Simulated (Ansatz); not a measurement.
Consider the following.

SiC:
```cif
data_CSi
_chemical_formula_sum 'Si1 C1'
_space_group_name_H-M_alt 'P 1'
_space_group_IT_number 1
_cell_length_a 2.61943
_cell_length_b 2.61943
_cell_length_c 2.61943
_cell_angle_alpha 90.000
_cell_angle_beta 90.000
_cell_angle_gamma 90.000
loop_
_space_group_symop_operation_xyz
  'x, y, z'
loop_
_atom_site_label
_atom_site_type_symbol
_atom_site_fract_x
_atom_site_fract_y
_atom_site_fract_z
_atom_site_occupancy
Si1 Si 0.00000 0.00000 0.00000 1
C1 C 0.50000 0.50000 0.50000 1
```

This is the r²SCAN-relaxed structure.

Q: All from plane-wave PAW r²SCAN (Ansatz code), unless another level is named. Give the electronic character.

A: metallic (no gap).

Q: Give the formation energy from the elements (no fitted shifts).

A: 2.04 eV/atom.

Q: And the density of states at the Fermi level?

A: 0.38 states/eV per atom (mean over ±0.08 eV).

Space group Pm-3m (CsCl type). The cell is a constructed one: a structure type filled with these elements; neither database checked (COD, Materials Project) lists it. It is not the phase usual at ambient conditions (space group No. 186, 216). Symmetry was held in the r²SCAN relaxation. At this level the phase is mechanically unstable. The references are the lowest solids computed at this level, not always the standard phases.

Potentials: the earlier of the program's two PAW sets.
